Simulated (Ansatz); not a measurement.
W (bcc, W type)

```cif
data_W2
_chemical_formula_sum 'W2'
_space_group_name_H-M_alt 'Im-3m'
_space_group_IT_number 229
_space_group_name_Hall '-I 4 2 3'
_cell_length_a 3.16928
_cell_length_b 3.16928
_cell_length_c 3.16928
_cell_angle_alpha 90.000
_cell_angle_beta 90.000
_cell_angle_gamma 90.000
loop_
_atom_site_label
_atom_site_type_symbol
_atom_site_symmetry_multiplicity
_atom_site_Wyckoff_symbol
_atom_site_fract_x
_atom_site_fract_y
_atom_site_fract_z
_atom_site_occupancy
W1 W 2 a 0.00000 0.00000 0.00000 1
```
(The calculation used a cell of 1 atom; values per cell refer to that cell.)

Equation-of-state scan: isotropic scaling of the cell above, V₀ being its volume. Symmetry pins the atoms to their sites.

These are r2SCAN (plane waves to 500 eV, PAW, scalar-relativistic; Ansatz, an electronic-structure program) values and carry that method's errors. k mesh 21×21×21 (Γ-centred), Fermi-Dirac smearing 0.05 eV. Energies are smeared free energies. Stress and pressure are positive under compression. Spin-orbit coupling is left out, though W is heavy. W is run without spin polarisation. W was relaxed with its symmetry unable to fall. The zero of ΔE is the relaxed starting cell.

The scan covers V/V₀ from 0.900 to 1.100 in 9 points.

Question: What is the fitted pressure derivative B₀′?

Answer: 4.1.

Question: What bulk modulus B₀ follows from a third-order Birch-Murnaghan fit?

Answer: 319 GPa.

(A scan under strain: stresses follow from slopes of the energy per volume, elastic moduli from its curvatures.)
